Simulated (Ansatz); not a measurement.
## Is this Ca2Sn2N structure a true minimum?

The structure comes from a proposed guess, relaxed at this level; another structure or a mixture of phases may lie lower.

All numbers below come from DFT PBE, scalar-relativistic, plane waves, PAW in Ansatz 0.2.0. Settings: cutoff 420 eV, Γ-centred mesh 12×12×2 on the computed 10-atom cell, Gaussian smearing of 0.10 eV; no spin polarisation.

The cell below (10 atoms, space group P6_3/mmc (No. 194)) is relaxed within its symmetry.

```yaml
crystal:
  lattice:
    - [3.54816, 0.00000, 0.00000]
    - [-1.77408, 3.07280, 0.00000]
    - [0.00000, 0.00000, 21.91603]
  atoms:
    - { symbol: Ca, position: [0.66667, 0.33333, 0.94268] }
    - { symbol: Ca, position: [0.33333, 0.66667, 0.05732] }
    - { symbol: Ca, position: [0.66667, 0.33333, 0.55732] }
    - { symbol: Ca, position: [0.33333, 0.66667, 0.44268] }
    - { symbol: Sn, position: [0.33333, 0.66667, 0.68441] }
    - { symbol: Sn, position: [0.33333, 0.66667, 0.81559] }
    - { symbol: Sn, position: [0.66667, 0.33333, 0.18441] }
    - { symbol: Sn, position: [0.66667, 0.33333, 0.31559] }
    - { symbol: N, position: [0.00000, 0.00000, 0.00000] }
    - { symbol: N, position: [0.00000, 0.00000, 0.50000] }
```

For the test it was strained at random (σ = 1.5 % a component), the atoms were moved at random (σ = 0.10 Å), and all was relaxed again on a coarse 6×6×1 mesh (in the run’s order of axes) with 0.20 eV smearing, with no symmetry imposed.

Task: Is the structure stable against such a distortion?

Result: It returns, within 1 meV/atom of the unmoved cell on that mesh and with the same symmetry when read at 0.1 Å (P1 at 0.01 Å, so small strains and shifts remain). So it is stable against the distortions that fit this cell and that this random move excites. Modes that don't fit the cell aren't tested.
